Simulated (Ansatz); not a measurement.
Relaxed-ion elastic tensor of Sb in space group I-43m (No. 217; Sb on 8c) in GPa (Voigt order), LDA (plane waves, PAW; program Ansatz); density 5.68 g/cm³, 35.61 Å³ per atom.

```
17.8  11.5  11.5   0.0   0.0   0.0
11.5  17.8  11.5   0.0   0.0   0.0
11.5  11.5  17.8   0.0   0.0   0.0
 0.0   0.0   0.0  11.1   0.0   0.0
 0.0   0.0   0.0   0.0  11.1   0.0
 0.0   0.0   0.0   0.0   0.0  11.1
```

Question: Is the crystal mechanically stable?

Answer: Yes: the smallest eigenvalue of C is 6.3 GPa.

Question: Work out the Voigt, Reuss and Hill averages.

Answer: K_V = 13.6, K_R = 13.6, K_H = 13.6; G_V = 7.9, G_R = 5.6, G_H = 6.7 GPa.

Question: Give Young's modulus, Poisson's ratio, Pugh's ratio and the universal anisotropy index.

Answer: E = 9KG/(3K + G) = 17.4 GPa; ν = 0.29; K/G = 2.01 (ductile by the Pugh limit of 1.75); A_U = 5G_V/G_R + K_V/K_R − 6 = 2.14.

Question: Estimate the sound speeds and the Debye temperature.

Answer: v_l = √((K + 4G/3)/ρ) = 1990 m/s, v_t = √(G/ρ) = 1090 m/s, mean 1220 m/s; Θ = (h/k)(3n/4πV)^(1/3) v_m = 110 K.

Question: Give the Zener ratio and Young's modulus along [100], [110] and [111].

Answer: A = 2C44/(C11 − C12) = 3.50; 1/E = S11 − 2(S11 − S12 − S44/2)Γ with Γ = 0, 1/4, 1/3 gives 8.8, 17.6, 26.2 GPa.

Question: Solve the Christoffel equation for the three sound speeds along [100], [110], [111].

Answer: Eigenvalues of C_ijkl n_j n_l equal ρv². In km/s, slowest first: [100] 1.40, 1.40, 1.77; [110] 0.75, 1.40, 2.13; [111] 1.01, 1.01, 2.24.

The start of the workflow was typed in or built on a structure type; neither database checked (COD, Materials Project) lists it. It is not the phase usual at ambient conditions (space group No. 166). The LDA relaxation kept the symmetry of its start; whether a distortion lowers the energy is not shown. A crystal of weakly bound molecules computed without a dispersion correction: the cell and the soft elastic constants depend strongly on that. Spin–orbit coupling is left out wherever it is not named.

Potentials: the earlier of the program's two PAW sets. The files were generated under PBE; for other functionals the program regenerates the frozen cores, and for LDA and PBEsol the local potential too.
